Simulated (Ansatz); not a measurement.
## Si, one cell by several methods

```
Si
1.0
    -2.25100    2.36850    1.27500
     2.25100   -2.36850    1.27500
     2.25100    2.36850   -1.27500
Si
2
Direct
  0.80700 0.55700 0.25000
  0.19300 0.44300 0.75000
```

Atom numbers follow the list: Si1, Si2.

The conventional cell has a = 4.502 Å, b = 4.737 Å, c = 2.550 Å, α = 90.00°, β = 90.00°, γ = 90.00°. Si (atom 1) is surrounded by 8 Si at 2.39 to 2.74 Å.

The geometry is COD entry 9011656, unchecked; take it as a test cell.

Methods: DFT, LDA, PAW with Ansatz's default frozen-core files, scalar-relativistic (Ansatz 0.2.0); DFT, LDA, all-electron PAW with datasets made for the crystal, scalar-relativistic (Ansatz 0.2.0); DFT, LDA, all-electron LAPW, scalar-relativistic (Ansatz 0.2.0).

For PAW: a Γ-centred 16×16×16 k mesh, Fermi–Dirac smearing of 0.05 eV, cutoff 420 eV, no spin polarisation; the PAW files were made with PBE, and the program remakes their frozen cores for this functional. The crystal-made all-electron datasets (AE datasets) take a cutoff of 200 eV at this cell. LAPW targets a basis error of 0.5 meV/atom. The Ansatz runs share mesh, smearing and spin set-up. Plane-wave (PAW) pressures include the program's estimate of the Pulay term.

Stress and pressure are positive in compression.

In a metal, gradients converge slowly with the k mesh: the values move by tens of per cent from one mesh to another, at times in sign, so only the comparison on one mesh counts.

Levels count from the Fermi level.

```tsv
quantity	PAW	AE datasets	LAPW
pressure (GPa)	10.83	10.79	10.79
stress xx (GPa)	10.01	9.98	9.99
stress yy (GPa)	12.28	12.21	12.22
stress zz (GPa)	10.19	10.17	10.17
force on Si1, z (eV/Å)	0.015	0.015	0.015
highest filled level at Σ0 (eV)	-6.961	-6.963	-6.963
lowest empty level at Σ0 (eV)	5.731	5.732	5.732
highest filled level at F0 (eV)	-6.961	-6.963	-6.963
lowest empty level at F0 (eV)	5.731	5.732	5.732
highest filled level at Γ (eV)	-1.699	-1.700	-1.700
lowest empty level at Γ (eV)	1.143	1.148	1.148
field gradient Vzz at Si1 (10²¹ V/m²)	-2.60	-2.59	–
```

PAW's pressure differs from the LAPW value by +0.04 GPa.
